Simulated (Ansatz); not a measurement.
**Ga (bcc): energy against volume**

Method: DFT, LDA (PW92), plane waves (420 eV) with PAW, scalar-relativistic in Ansatz 0.2.0. The PAW files were generated under PBE, with cores re-solved for the functional.

The cell is scaled uniformly from the relaxed one, with fractional coordinates and shape fixed. Energies are extrapolated to zero smearing, pressures are those at the given smearing. Magnetic state: spin not included.

A Birch-Murnaghan fit gives V₀ = 17.33 Å³/atom, B₀ = 65 GPa, B₀′ = 5.1.

(1) What are the energy above the minimum and the pressure at 15.990 Å³/atom?

(2) What are the energy above the minimum and the pressure at 16.686 Å³/atom?

(3) What are the energy above the minimum and the pressure at 19.466 Å³/atom?

## Answers

(1) 24.5 meV/atom and 6.41 GPa as computed.

(2) 5.1 meV/atom and 2.74 GPa as computed.

(3) 42.1 meV/atom and -5.55 GPa as computed.
